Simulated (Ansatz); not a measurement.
**SnTe: from a starting cell to a relaxed one**

The start is a relaxed SnTe cell displaced along its unstable phonon at q = Γ (84i cm⁻¹), largest move 0.15 Å. The structure is fully relaxed (lattice and positions, P = 0) with PBE (plane waves to 420 eV, PAW, scalar-relativistic; Ansatz, a first-principles code). First-step values are on the input's coarse k-mesh.

Ansatz input (later rounds restart from its end on a renewed k-mesh):
Ansatz 0.2 input:
```yaml
crystal:
  lattice:
    - [7.0172571099, 0, 0]
    - [-3.508628555, 6.0771229221, 0]
    - [0, 0, 4.824489685]
  atoms:
    - { symbol: Sn, position: [0.5001938203, 1.0003876406, 0] }
    - { symbol: Sn, position: [0.5134493546, 0.5136431749, 0] }
    - { symbol: Sn, position: [0.0001938203, 0.5136431749, 0] }
    - { symbol: Te, position: [-0.0123413663, -0.0246827326, 0] }
    - { symbol: Te, position: [0.3330675365, 0.6661350729, 0.5] }
    - { symbol: Te, position: [0.6664008698, 0.3328017396, 0.5] }
basis: { ecutwfc: 420, ecutrho_ratio: 4, xc_grid: 2, fft_grid_basis: typed }
kpoints: { mp_grid: { grid: [6, 6, 7] } }
hamiltonian:
  xc: pbe
  dispersion: none
  pseudopotentials: { azcp: { folder: ./paw }, kind: paw }
scf: { occupations: { method: fermi_dirac, width: 0.05 } }
relax: { f_tol: 0.01, max_steps: 100, cell: { stress_tol: 0.02 } }
output: { forces: true, stress: true }
```

Which atoms feel the largest initial force, and how large is it?

0.38 eV/Å, on Te4 (atoms numbered as listed).

How much energy is released per atom?

0.06 eV/atom.

How does the volume change?

+13.3 %, from 34.29 to 38.85 Å³/atom.

How do the shortest distances between atoms change?

The closest pairs of elements (up to four, under 3.6 Å), start → end: Sn–Te 3.15 → 2.93 Å; Sn–Sn 3.42 → 3.39 Å.

Write out the relaxed structure.


Space group Amm2 (No. 38); a = 4.5533 Å, b = 7.0850 Å, c = 14.4519 Å, α = 90.00°, β = 90.00°, γ = 90.00°

```
atom  site  symmetry       x       y       z
----  ----  --------  ------  ------  ------
Sn      2a       mm2  0.0000  0.0000  0.5040
Sn      4d       m..  0.0000  0.2605  0.2704
Te      2a       mm2  0.0000  0.0000  0.9356
Te      2b       mm2  0.5000  0.5000  0.8585
Te      2b       mm2  0.5000  0.5000  0.1622
```
(The calculation used a cell of 6 atoms; values per cell refer to that cell.)

Final values are on a 10×8×8 k-mesh of the relaxed cell. No spin polarisation in the result.

The run could not lose the symmetry of its start, so the end can be a saddle point.

The relaxed structure here is a generated cell of SnTe: the first start was made by placing the elements on the sites of a structure type, and the end was not matched to a known phase here, so it may be hypothetical. Known forms of SnTe include space group No. 225.
